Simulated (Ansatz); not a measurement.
SiGe3:
```
SiGe3
1.0
    3.96655     0.00000     0.00000
    0.00000     3.96655     0.00000
    0.00000     0.00000     5.59420
Si Ge
1 3
Direct
  0.00000   0.00000   0.00000
  0.50000   0.00000   0.24409
  0.50000   0.50000   0.50000
  0.00000   0.50000   0.75591
```

Cartesian axes are those of the cell as given.

Question: Give the high-frequency dielectric tensor and the Born effective charge tensors of the independent atoms from DFPT, plane-wave PAW PBEsol (Ansatz code).

Answer: 
ε∞:
```
17.7  0.00  0.00
0.00  17.7  0.00
0.00  0.00  17.5
```
Z* of atom 1 (Si), rows: field, columns: displacement, in e:
```
 0.05   0.00   0.00
 0.00   0.05   0.00
 0.00   0.00  -0.12
```
Z* of atom 2 (Ge), rows: field, columns: displacement, in e:
```
-0.20   0.00   0.00
 0.00   0.04   0.00
 0.00   0.00  -0.08
```
Z* of atom 3 (Ge), rows: field, columns: displacement, in e:
```
0.12  0.00  0.00
0.00  0.12  0.00
0.00  0.00  0.27
```

Space group P-4m2. The start of the workflow was typed in or built on a structure type; neither database checked (COD, Materials Project) lists it. Whether it is the stable phase at ambient conditions was not checked. Symmetry was held in the PBEsol relaxation; whether a distortion lowers the energy is not shown. Scalar-relativistic: spin–orbit coupling is off unless named, which matters more the heavier the elements.

Potentials: the earlier of the program's two PAW sets. The files were generated under PBE; for other functionals the program regenerates the frozen cores, and for LDA and PBEsol the local potential too.
